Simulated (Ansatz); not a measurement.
# ⁷⁵As nuclear quadrupole resonance in As

Cell: an entry of the Crystallography Open Database (COD) whose atoms were relaxed with PBE, the cell held.

```
CELL_PARAMETERS angstrom
1.87975 1.08527 3.48577
-1.87975 1.08527 3.48577
0.00000 -2.17055 3.48577
ATOMIC_POSITIONS crystal
As 0.22880 0.22880 0.22880
As 0.77120 0.77120 0.77120
```

Atom numbers follow the list; atoms alike are taken as one site, whose name carries the number of the first.

Computed with Ansatz: DFT, r2SCAN, plane waves and PAW, scalar-relativistic, 500 eV cutoff, Γ-centred 11×11×11 k-points, Fermi–Dirac smearing 0.05 eV.

⁷⁵As: I = 3/2, Q = 311.0 mb (year-2017 value). Static lattice, zero field.

Task: Predict the zero-field ⁷⁵As lines of each site.

Result: For I = 3/2 there is one line, ν = (|C_Q|/2)(1 + η²/3)^½.

```tsv
site	atoms	V_zz (10²¹ V/m²)	C_Q (MHz)	η	line frequencies (MHz)
As	1, 2	-5.57	-41.9	0.00	21.0
```

An axis of threefold or higher order runs through As, so V_zz lies along it and η is zero. The structure holds As–As bonds (2.53 Å).

The largest force is 0.3 eV/Å, so the atoms aren't at the calculated equilibrium and relaxing them would move these values. The run finds no gap above 0.1 eV (a metal, or nearly one), so the gradients can move by 10 % or more with the k-mesh. Semilocal functionals make gaps too small and can close them, so the real compound need not be a metal.
